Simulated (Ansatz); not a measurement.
AlCo3 (Cu3Au type, Pm-3m) at seven volumes, the program Ansatz at the r²SCAN level (PAW), scaled uniformly. One row is withheld.

```
V (Å³/atom)  P (GPa)
-----------  -------
10.490         18.90
10.835         11.27
11.181          5.17
11.527         -0.01
11.873         -4.37
12.219         -8.20
12.564             ?
```

### Question
Fit the shown pressures and predict the withheld one.

### Answer
Third-order Birch–Murnaghan: P = (3/2)B₀(x^(7/2) − x^(5/2))[1 + (3/4)(B′ − 4)(x − 1)] with x = (V₀/V)^(2/3). Least squares on the six rows gives V₀ = 11.522 Å³/atom, B₀ = 159.6 GPa, B′ = 4.86. At V = 12.564, x = 0.9439 and P = -11.20 GPa. The run itself gave -11.73 GPa.

The first step of the workflow began from a Materials Project structure, measured or hypothetical; the Crystallography Open Database copy checked does not list it. Whether it is the stable phase at ambient conditions was not checked. The cell was relaxed with r²SCAN under the symmetry of its start; whether a distortion lowers the energy is not shown. The final state is ferromagnetic, chosen from 4 collinear starts compared on coarse meshes (ties went to the first, and starts can fall back to one state), not a proven ground state. Other orbital occupations within this spin state were not tried.

Potentials: the later of the program's two PAW sets.
